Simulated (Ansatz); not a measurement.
Problem. Hf (hcp (Mg type), P6_3/mmc) is relaxed with plane-wave PAW r²SCAN (Ansatz code). What lattice parameters of the conventional cell result?

Solution. a = 3.198 Å, c = 5.046 Å.

Symmetry was held in the r²SCAN relaxation; of distortions, only those at the zone centre were tested. No spin polarisation was allowed. Axis ratios of metals converge slowly with the k-mesh, so a and c are less sure than the volume. Scalar-relativistic: spin–orbit coupling is off unless named, which matters more the heavier the elements.

Potentials: the later of the program's two PAW sets.
